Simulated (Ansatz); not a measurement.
A geometry of Si2Mo away from equilibrium: the start of the relaxation of a generated cell, Si2Mo placed in the CrSi2 structure type. Computed with r2SCAN (plane waves to 500 eV, PAW, scalar-relativistic; Ansatz, an electronic-structure program). Γ-centred k-mesh 8×8×5 on the run's cell, Fermi–Dirac smearing 0.05 eV.

```xyz
9
Lattice="4.6338 0.0000 0.0000 -2.3169 4.0130 0.0000 0.0000 0.0000 6.6646" Properties=species:S:1:pos:R:3 pbc="T T T"
Mo     2.3169     0.0000     0.0000
Mo     1.1584     2.0065     2.2215
Mo    -1.1584     2.0065     4.4431
Si     0.0000     1.3290     0.0000
Si     3.4828     0.6645     2.2215
Si     1.1659     3.3485     4.4431
Si     2.3169     2.6840     0.0000
Si    -1.1659     3.3485     2.2215
Si     1.1510     0.6645     4.4431
```

### Question
Give the Cartesian forces on all atoms (eV/Å).

### Answer
```
atom     Fx     Fy    Fz
----  -----  -----  ----
Mo1    0.00   0.00  0.00
Mo2    0.00   0.00  0.00
Mo3    0.00   0.00  0.00
Si4    0.00  -0.19  0.00
Si5    0.16  -0.09  0.00
Si6    0.16   0.09  0.00
Si7    0.00   0.19  0.00
Si8   -0.16   0.09  0.00
Si9   -0.16  -0.09  0.00
```

### Question
What is the pressure?

### Answer
-7.1 GPa, compression positive.

### Question
How much energy per atom can still be gained by relaxing?

### Answer
0.01 eV/atom; the path ends in P6₂22 (No. 180) (AFLOW prototype AB2_hP9_180_d_j (C40, as in CrSi2)).

No spin polarisation in the result.

The run could not lose the symmetry of its start; a randomly shaken copy of 9 atoms returns to this structure.

The first start was generated by placing the elements on the sites of a structure type. Materials Project lists a structure of Si2Mo in the same space group, P6₂22 (No. 180); the sites were not compared with it, nor with measured phases. Known forms of Si2Mo include space group No. 139.
